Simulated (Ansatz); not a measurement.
Q: Each is relaxed and computed with the program Ansatz at the r²SCAN level (PAW). Which is the only metal?
A) Ti2GeB2, P-6m2 (Ti on 2h, Ge on 1a, B on 1b, B on 1f)
B) BP, wurtzite
C) YB3C3, Pm-3n (Y on 2a, B on 6d, C on 6c)
D) GeBCN, R3m (B on 3a, N on 3a, Ge on 3a, C on 3a)

A: A, Ti2GeB2, P-6m2 (Ti on 2h, Ge on 1a, B on 1b, B on 1f). Ti2GeB2: metal; GeBCN: gap 0.79 eV (indirect); YB3C3: gap 0.36 eV (indirect); BP: gap 1.19 eV (indirect). Typed or built starts, not in the databases checked: Ti2GeB2, P-6m2 (Ti on 2h, Ge on 1a, B on 1b, B on 1f); GeBCN, R3m (B on 3a, N on 3a, Ge on 3a, C on 3a); YB3C3, Pm-3n (Y on 2a, B on 6d, C on 6c). Not the usual ambient phase: BP, wurtzite. All cells were relaxed under the symmetry of their starts (and spin orders); stability against distortions was not tested throughout. Named crystals with no word on spin ran without spin polarisation. Spin–orbit coupling is left out wherever it is not named.

Potentials: the earlier of the program's two PAW sets. The files were generated under PBE; for other functionals the program regenerates the frozen cores, and for LDA and PBEsol the local potential too.
